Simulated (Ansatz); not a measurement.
## Computed properties of SiO₂

SiO2:
```
CELL_PARAMETERS angstrom
      6.80324     3.92785     4.94132
     -6.80324     3.92785     4.94132
      0.00000    -7.85571     4.94132
ATOMIC_POSITIONS crystal
  Si 0.33309 0.10464 0.87575
  Si 0.66691 0.89536 0.12425
  Si 0.87575 0.33309 0.10464
  Si 0.12425 0.66691 0.89536
  Si 0.10464 0.87575 0.33309
  Si 0.89536 0.12425 0.66691
  Si 0.12425 0.89536 0.66691
  Si 0.87575 0.10464 0.33309
  Si 0.89536 0.66691 0.12425
  Si 0.10464 0.33309 0.87575
  Si 0.66691 0.12425 0.89536
  Si 0.33309 0.87575 0.10464
  O  0.26211 0.00000 0.73789
  O  0.73789 0.00000 0.26211
  O  0.73789 0.26211 0.00000
  O  0.26211 0.73789 0.00000
  O  0.00000 0.73789 0.26211
  O  0.00000 0.26211 0.73789
  O  0.67913 0.97767 0.97767
  O  0.32087 0.02233 0.02233
  O  0.97767 0.67913 0.97767
  O  0.02233 0.32087 0.02233
  O  0.97767 0.97767 0.67913
  O  0.02233 0.02233 0.32087
  O  0.25032 0.89105 0.25032
  O  0.74968 0.10895 0.74968
  O  0.25032 0.25032 0.89105
  O  0.74968 0.74968 0.10895
  O  0.89105 0.25032 0.25032
  O  0.10895 0.74968 0.74968
  O  0.50000 0.85191 0.14809
  O  0.50000 0.14809 0.85191
  O  0.14809 0.50000 0.85191
  O  0.85191 0.50000 0.14809
  O  0.85191 0.14809 0.50000
  O  0.14809 0.85191 0.50000
```

Space group R-3m (No. 166); conventional cell a = b = 13.606 Å, c = 14.824 Å, α = β = 90.00°, γ = 120.00°.

Method: plane-wave PAW r²SCAN (Ansatz code). Structure relaxed to zero pressure with the same functional. Other levels are named where they apply.

**Cell and energy**

- Volume per atom: 22.01 Å³
- Density: 1.51 g/cm³
- Formation energy from the elements (no fitted shifts): -2.97 eV/atom

**Electronic structure**

* **Band gap**: 6.57 eV (smallest direct gap 6.58 eV)
* **Valence-band maximum**: at T
* **Conduction-band minimum**: at Γ
* **Electron effective mass**: 0.70 mₑ (isotropic)
* **HSE06 gap on the r²SCAN cell**: 7.54 eV

**Mechanics**

Elastic constants (relaxed ions, GPa): C11 = 103, C12 = 66.3, C13 = 63.2, C14 = 3.8, C33 = 63.2, C44 = 25.4
Mechanical stability: stable (all eigenvalues of C positive)
Hill bulk and shear moduli: 68.0 and 16.6 GPa
Young's modulus: 46.0 GPa
Poisson's ratio: 0.39
Debye temperature from the elastic constants: 398 K

**Charges**

- Bader charges: Si +3.37, O -1.69 to -1.68 e

The first step of the workflow began from a Materials Project structure, measured or hypothetical; the Crystallography Open Database copy checked does not list it. It is not the phase usual at ambient conditions (space group No. 92, 152, 154). Symmetry was held in the r²SCAN relaxation; its stability against distortions is not shown here. The references are the lowest solids computed at this level, not always the standard phases (solids in place of the gases).

Potentials: the earlier of the program's two PAW sets.
